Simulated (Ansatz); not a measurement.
CdTe in space group P4_2/mmc (No. 131; Cd on 2c, Te on 2e) under volume change, the program Ansatz at the PBE level (PAW), shape and atoms relaxed at each volume.

```csv
V (Å³/atom),E − E(relaxed) (meV/atom),P (GPa)
34.716,28.5,2.70
35.861,12.2,1.80
37.005,2.8,0.83
38.150,0.0,0.00
39.294,?,?
40.439,10.0,-1.35
41.583,?,?
```

Complete the blanks.


- 39.294, E − E(relaxed) (meV/atom): 2.6
- 39.294, P (GPa): -0.71
- 41.583, E − E(relaxed) (meV/atom): 21.5
- 41.583, P (GPa): -1.85

What does a third-order Birch–Murnaghan fit give for V₀, B₀ and B′?

V₀ = 38.18 Å³/atom, B₀ = 25.1 GPa, B′ = 3.0.

The cell is a constructed one: a structure type filled with these elements; neither database checked (COD, Materials Project) lists it. It is not the phase usual at ambient conditions (space group No. 216). Symmetry was held in the PBE relaxation; whether a distortion lowers the energy is not shown. Spin–orbit coupling is left out wherever it is not named.

Potentials: the later of the program's two PAW sets.
